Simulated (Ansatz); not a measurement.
The start is a generated cell, Si2Ni placed in the AFLOW prototype A2B_tP6_129_ac_c (C38, as in Cu2Sb). The structure is fully relaxed (lattice and positions, P = 0) with PBE (plane waves to 420 eV, PAW, scalar-relativistic; Ansatz, a first-principles code). The first steps use a coarse 7×7×4 k-mesh.

Input geometry:
```
CELL_PARAMETERS angstrom
      3.59781     0.00000     0.00000
      0.00000     3.59781     0.00000
      0.00000     0.00000     5.48971
ATOMIC_POSITIONS crystal
  Si 0.00000 0.00000 0.00000
  Si 0.50000 0.50000 0.00000
  Si 0.50000 0.00000 0.27000
  Si 0.00000 0.50000 0.73000
  Ni 0.50000 0.00000 0.70000
  Ni 0.00000 0.50000 0.30000
```
Spin-polarised start, with parallel moments on Ni.

| Item | Value |
|---|---|
| Initial pressure | +22 GPa (positive: the cell is compressed) |
| Largest initial force | about 3.9 eV/Å, on Si3, Si4 (atoms numbered as listed) |
| Outcome | The space group stays P4/nmm (No. 129) (the run could not lower it), with 6 atoms in the primitive cell |
| Energy released | 0.45 eV/atom |
| Volume change | +9.3 %, from 11.84 to 12.95 Å³/atom |
| Shortest distances (start → end) | The closest pairs of elements (up to four, under 3.6 Å), start → end: Ni–Si 2.36 → 2.31 Å; Si–Si 2.33 → 2.50 Å; Ni–Ni 3.36 → 3.53 Å |
| Band gap at the end | no gap (metallic) |
| Moments at the end | zero (the starting moments vanished) |
| Optimiser moves | 13 |

Relaxed structure:

```cif
data_Ni2Si4
_chemical_formula_sum 'Si4 Ni2'
_space_group_name_H-M_alt 'P4/nmm :1'
_space_group_IT_number 129
_space_group_name_Hall 'P 4ab 2ab -1ab'
_cell_length_a 3.52938
_cell_length_b 3.52938
_cell_length_c 6.23738
_cell_angle_alpha 90.000
_cell_angle_beta 90.000
_cell_angle_gamma 90.000
loop_
_space_group_symop_operation_xyz
  'x, y, z'
  '-y+1/2, x+1/2, z'
  '-x, -y, z'
  'y+1/2, -x+1/2, z'
  'x+1/2, -y+1/2, -z'
  '-y, -x, -z'
  '-x+1/2, y+1/2, -z'
  'y, x, -z'
  '-x+1/2, -y+1/2, -z'
  'y, -x, -z'
  'x+1/2, y+1/2, -z'
  '-y, x, -z'
  '-x, y, z'
  'y+1/2, x+1/2, z'
  'x, -y, z'
  '-y+1/2, -x+1/2, z'
loop_
_atom_site_label
_atom_site_type_symbol
_atom_site_symmetry_multiplicity
_atom_site_Wyckoff_symbol
_atom_site_fract_x
_atom_site_fract_y
_atom_site_fract_z
_atom_site_occupancy
Si1 Si 2 a 0.00000 0.00000 0.00000 1
Si2 Si 2 c 0.50000 0.00000 0.38137 1
Ni1 Ni 2 c 0.00000 0.50000 0.24761 1
```

Final values are on a 13×13×8 k-mesh of the relaxed cell. No spin polarisation in the result: the starting moments vanished. A magnetic state may lie lower.

The run could not lose the symmetry of its start: the end is stationary, and may be a saddle point rather than a minimum.

The relaxed structure here is a generated cell of Si2Ni: the first start was made by placing the elements on the sites of a structure type, and the end was not matched to a known phase here, so it may be hypothetical. Known forms of Si2Ni include space group No. 225.
